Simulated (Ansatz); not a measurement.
Is this TaTi₅N₆ structure a true minimum?

The cell was found from a structure generator's guess, not taken from experiment.

Computed with DFT PBE, scalar-relativistic, plane waves, PAW in Ansatz 0.2.0. Settings: cutoff 420 eV, Γ-centred mesh 12×12×4 on the computed 12-atom cell, Gaussian smearing of 0.10 eV; no spin polarisation.

The cell below (12 atoms, space group P4/mmm (No. 123)) is relaxed within its symmetry.

```xyz
12
Lattice="3.0318 0.0000 0.0000 0.0000 3.0318 0.0000 0.0000 0.0000 12.8123" Properties=species:S:1:pos:R:3 pbc="T T T"
Ti    0.0000    0.0000    0.0000
Ti    1.5159    1.5159    2.1153
Ti    0.0000    0.0000    4.1890
Ti    0.0000    0.0000    8.6233
Ti    1.5159    1.5159   10.6970
Ta    1.5159    1.5159    6.4062
N     0.0000    0.0000    2.1071
N     1.5159    1.5159    4.2342
N     0.0000    0.0000    6.4062
N     1.5159    1.5159    8.5781
N     0.0000    0.0000   10.7052
N     1.5159    1.5159    0.0000
```

For the test it was strained at random (σ = 1.5 % a component), the atoms were moved at random (σ = 0.05 Å), and all was relaxed again on a coarse 8×8×2 mesh (in the run’s order of axes) with 0.20 eV smearing, with no symmetry imposed.

These runs have no spin–orbit coupling, which can matter for Ta.

Question: What happens?

Answer: It returns, within 1 meV/atom of the unmoved cell on that mesh and with the same symmetry when read at 0.1 Å. No instability shows in this cell; modes of other wave vectors, which need another repeat, aren't tested.
